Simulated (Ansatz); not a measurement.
Here is an unrelaxed guess for MgSi₄N₂.

```
Mg Si N
1.0
    -1.39711    2.36692    3.96121
     1.39711   -2.36692    3.96121
     1.39711    2.36692   -3.96121
Mg Si N
1 4 2
Direct
  0.00000 0.50000 0.50000
  0.89157 0.21019 0.68138
  0.47119 0.78981 0.68138
  0.52881 0.21019 0.31862
  0.10843 0.78981 0.31862
  0.32903 0.00000 0.32903
  0.67097 0.00000 0.67097
```

Theory: DFT PBE, scalar-relativistic, plane waves, PAW in Ansatz. Cutoff 420 eV; k points 8×8×8 on the computed 7-atom cell (Γ-centred); Gaussian smearing, width 0.10 eV; no spin polarisation.

The zero of energy is the elements' standard structures at the same level (N₂ as a molecule); no fitted shifts are applied.

**Question.** What does a single point on this coarse mesh give?

**Answer.** The pressure is 330.5 GPa (the mean over three directions, positive in compression), the largest force is 16.38 eV/Å, and the energy is +5.73 eV/atom against the elements. The shortest distance is 1.62 Å, so close that the PAW spheres overlap strongly and these values are rough.

**Question.** How much does it gain on relaxing, and where does it end?

**Answer.** Relaxing gains about 6.0 eV/atom (the start's value is from the coarse mesh, so the gain is rough) in 21 ionic steps and ends at −0.28 eV/atom on the finer mesh. The symmetry stays Immm (No. 71). The volume per atom grows by 101.6 %, from 7.5 to 15.1 Å³. The shortest distance goes from 1.62 Å (N–N) to 1.75 Å (Si–N). Conventional cell: a = 3.560 Å, b = 6.598 Å, c = 8.993 Å. Mg has 4 N at 2.26 Å; around Si lie 1 N at 1.75 Å and 3 Si at 2.37–2.41 Å; N is surrounded by 2 Si at 1.75 Å and 2 Mg at 2.26 Å.

The last run used a 12×12×12 mesh for its 7-atom cell and Gaussian smearing of 0.10 eV. The relaxation can't lower the symmetry of the start. Symmetry constrained the relaxation, so the result can be a saddle point.
